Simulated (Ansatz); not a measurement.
Starting cell, HfO2 (tetragonal-ZrO2 type, space group P4_2/nmc):

```
HfO2
1.0
    3.56707     0.00000     0.00000
    0.00000     3.56707     0.00000
    0.00000     0.00000     5.16595
Hf O
2 4
Direct
  0.00000   0.00000   0.00000
  0.50000   0.50000   0.50000
  0.00000   0.50000   0.20010
  0.00000   0.50000   0.70010
  0.50000   0.00000   0.29990
  0.50000   0.00000   0.79990
```

In this cell atom 6 (O, nearest neighbour Hf at 2.061 Å; its periodic images, 3.6 Å or more away, move with it) is moved by s along Cartesian [110], unit vector (0.707, 0.707, 0.000); all other atoms and the cell stay fixed.

The numbers are results of PBEsol (plane waves to 420 eV, PAW, scalar-relativistic; Ansatz, a quantum-chemistry and plane-wave program), not measurements. k mesh 8×8×5 (Γ-centred), Fermi-Dirac smearing 0.05 eV. The energy includes the smearing's −TS. Left out: 4 of 11 points, with atoms too close for the PAW data. HfO2 is run without spin polarisation. HfO2 was relaxed with its symmetry unable to fall. Spin-orbit coupling is left out, though Hf is heavy. This is a high-temperature form of HfO2. The zero of ΔE is the undisplaced structure.

```csv
s (Å),ΔE (meV/cell)
-0.372,866
-0.248,379
-0.124,94
0.000,0
0.124,94
0.248,379
0.372,866
```

Problem. What force constant k = d²E/ds² at s = 0 does the table give?

Solution. 12 eV/Å². It is the second difference of the nearest points, corrected with the next pair.

Problem. With k = 12.18 eV/Å² from the forces, is the well harmonic out to s = 0.372 Å?

Solution. ½ks² = 843 meV/cell against the computed 866 meV/cell, so the well is close to harmonic there.

(For displaced atoms, the force is minus the slope of the energy, and its curvature is a force constant, which sets phonon frequencies.)
